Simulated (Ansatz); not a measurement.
Input and command of a plane-wave DFT calculation in Ansatz:

```yaml
crystal:
  lattice:
    - [1.9632096094, 1.1334595965, 7.6029921282]
    - [-1.9632096094, 1.1334595965, 7.6029921282]
    - [0.0, -2.266919193, 7.6029921282]
  atoms:
    - { symbol: Ba, position: [0.2669, 0.2669, 0.2669] }
    - { symbol: Ba, position: [0.7331, 0.7331, 0.7331] }
    - { symbol: "N", position: [0.0, 0.0, 0.0] }
basis:
  ecutwfc: 420
kpoints:
  mp_grid: { grid: [18, 18, 18] }
hamiltonian:
  xc: pbesol
scf:
  occupations: { method: gaussian, width: 0.15 }
output:
  forces: true
  stress: true
  eigenvalues: true
```

```bash
ansatz run input.yaml --threads 1 --pin off --max-ram 2560MiB --backend cpu --events-out ev --progress --plain --runs-dir out
```

Processor: Arm Neoverse V1, 1 thread, on a host shared with other jobs.

**Question.** Estimate time, memory and problem size.

**Answer.** About 61 s on 1 thread of Arm Neoverse V1 (shared host), peak memory 0.96 GiB. It solves 17 bands at 580 k points (the mesh reduced by symmetry) with about 2011 plane waves, in 8 SCF iterations.
